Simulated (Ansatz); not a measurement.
Level of theory: Ansatz 0.2.0, DFT PBE, scalar-relativistic, plane waves, PAW. All cells share a 420 eV cutoff and Γ-centred k meshes spaced at most about 0.3 Å⁻¹ (about 0.25 or finer for metals, 2π included). Collinear spin in cells that started with moments and kept them past the coarse steps, no spin elsewhere.

All energies are static (0 K, no zero-point motion). All come from trial cells, and lower structures may exist.

Task: These unrelaxed guesses for TiGe2Se3 are each relaxed within their symmetry. Order them by the energy at which they end, lowest first.
A.

```
CELL_PARAMETERS angstrom
4.83108 0.00000 0.00000
-2.41554 4.18384 0.00000
0.00000 0.00000 6.04973
ATOMIC_POSITIONS crystal
Ti 0.00000 0.00000 0.50000
Ge 0.33333 0.66667 0.21914
Ge 0.66667 0.33333 0.78086
Se 0.33333 0.66667 0.72378
Se 0.66667 0.33333 0.27622
Se 0.00000 0.00000 0.00000
```

B.

```
CELL_PARAMETERS angstrom
4.68796 0.00000 0.00000
-2.34398 4.05989 0.00000
0.00000 0.00000 7.79554
ATOMIC_POSITIONS crystal
Ti 0.00000 0.00000 0.00000
Ge 0.33333 0.66667 0.50000
Ge 0.66667 0.33333 0.50000
Se 0.33333 0.66667 0.00000
Se 0.66667 0.33333 0.00000
Se 0.00000 0.00000 0.50000
```

C.

```
CELL_PARAMETERS angstrom
6.21190 0.00000 0.00000
-3.10595 5.37967 0.00000
0.00000 0.00000 3.60054
ATOMIC_POSITIONS crystal
Ti 0.00000 0.00000 0.00000
Ge 0.33333 0.66667 0.00000
Ge 0.66667 0.33333 0.00000
Se 0.50000 0.00000 0.50000
Se 0.50000 0.50000 0.50000
Se 0.00000 0.50000 0.50000
```

Result: B (ends in P6/mmm, 0 meV/atom), A (ends in P-3m1, 44 meV/atom), C (ends in P6/mmm, 0.66 eV/atom).

The magnetic state reached may not be the lowest. Cells relaxed within their symmetry can be saddle points. Some types were kept out of the candidates beforehand, so the set may lack a known form.
